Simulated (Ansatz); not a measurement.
A: NiO (rock salt), a = b = c = 4.189 Å, α = β = γ = 90.00°
B: LaBi (rock salt), a = b = c = 6.662 Å, α = β = γ = 90.00°
C: CsHgCl3 (cubic perovskite), a = b = c = 5.3251 Å, α = β = γ = 90.00°
D: C (diamond), a = 3.560 Å, b = 3.560 Å, c = 3.560 Å, α = 90.00°, β = 90.00°, γ = 90.00°
E: ScPt₃ (Cu3Au type), a = b = c = 3.978 Å, α = β = γ = 90.00°

Scan: energy over volume and axial ratio (atoms clamped). One method and one kind of scan serve all of them; meshes and ranges differ. All were relaxed with their symmetry unable to fall. At this level the bands of CsHgCl3 touch or barely overlap. LaBi is run without spin polarisation. NiO is run spin-polarised and with no Hubbard U; the real compound is an antiferromagnetic insulator, a state that this run doesn't describe. Relaxed NiO ends ferromagnetic. ScPt3 is run without spin polarisation. Spin-orbit coupling is left out. The magnetic order is the one the run started from; other orders were not tried. (This holds for the magnetic or f-shell members.)

Question: Order them by shear modulus C′ = (C11 − C12)/2 (fitted) (lowest first) at the level r2SCAN (plane waves to 500 eV, PAW, scalar-relativistic; Ansatz, a first-principles code).

Answer: C (16 GPa), B (53 GPa), E (73 GPa), A (127 GPa), D (496 GPa)

(A scan under strain: stresses follow from slopes of the energy per volume, elastic moduli from its curvatures.)
